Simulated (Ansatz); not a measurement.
**Harmonic thermodynamics of LiSb2**

Level of theory: Ansatz, DFT PBE+D3(BJ), scalar-relativistic, plane waves, PAW. Settings: 420 eV plane-wave cutoff, Γ-centred 12×12×12 mesh, Fermi-Dirac smearing of 0.15 eV. No spin polarisation. Phonons by linear response, acoustic sum rule imposed.

Equilibrium structure at this level:
```
CELL_PARAMETERS angstrom
0.00000 3.26644 3.26644
3.26644 0.00000 3.26644
3.26644 3.26644 0.00000
ATOMIC_POSITIONS crystal
Li 0.50000 0.50000 0.50000
Sb 0.25000 0.25000 0.25000
Sb 0.75000 0.75000 0.75000
```

The structure comes from a generated guess, relaxed at this level; another structure or a mixture of phases may lie lower. In a metal, frequencies and elastic constants depend on the k mesh and the smearing, soft modes and shear constants most. Some empty bands missed the eigensolver's threshold. Spin–orbit coupling is left out, which matters for heavy elements. The q mesh is coarse, so values between its points are rough.

Force constants from linear response on a 2×2×2 q mesh, interpolated to a fine mesh.

Phonon density of states, in bins of 5 cm⁻¹:
(bin centre (cm⁻¹), share of modes (%)): (2.5, 0.0), (7.5, 0.0), (12.5, 0.1), (17.5, 0.2), (22.5, 0.4), (27.5, 0.8), (32.5, 1.6), (37.5, 3.9), (42.5, 3.4), (47.5, 2.7), (52.5, 3.0), (57.5, 3.3), (62.5, 2.5), (67.5, 2.6), (72.5, 3.7), (77.5, 4.7), (82.5, 8.4), (87.5, 8.4), (92.5, 6.8), (97.5, 4.4), (102.5, 3.4), (107.5, 1.9), (112.5, 0.3), (117.5, 0.0), (122.5, 0.0), (127.5, 0.0), (132.5, 0.0), (137.5, 0.0), (142.5, 0.0), (147.5, 0.0), (152.5, 0.0), (157.5, 0.0), (162.5, 0.0), (167.5, 0.0), (172.5, 0.0), (177.5, 0.0), (182.5, 0.0), (187.5, 0.0), (192.5, 0.0), (197.5, 0.0), (202.5, 0.0), (207.5, 0.0), (212.5, 0.0), (217.5, 0.0), (222.5, 0.0), (227.5, 0.0), (232.5, 0.0), (237.5, 0.0), (242.5, 0.0), (247.5, 0.0), (252.5, 0.0), (257.5, 0.0), (262.5, 0.0), (267.5, 0.0), (272.5, 0.0), (277.5, 0.0), (282.5, 0.0), (287.5, 0.0), (292.5, 0.0), (297.5, 0.0), (302.5, 0.0), (307.5, 0.0), (312.5, 0.0), (317.5, 0.0), (322.5, 0.0), (327.5, 3.4), (332.5, 13.6), (337.5, 13.6), (342.5, 2.7)

Q: What is the zero-point energy per atom?

A: 29.9 meV.

Q: How large are the vibrational entropy and heat capacity at 300 K?

A: S = 4.84 k_B and C_V = 2.79 k_B per atom, 93 % of the Dulong–Petit value.

Q: Tabulate them against temperature.

A:
```csv
T (K),F_vib (meV/atom),S (k_B/atom),C_V (k_B/atom)
100,21.5,2.15,2.00
200,-4.4,3.75,2.58
300,-41.6,4.84,2.79
400,-87.0,5.65,2.87
500,-138.6,6.30,2.92
600,-195.3,6.84,2.94
700,-256.2,7.29,2.96
800,-320.8,7.69,2.97
900,-388.5,8.04,2.97
1000,-459.1,8.35,2.98
```
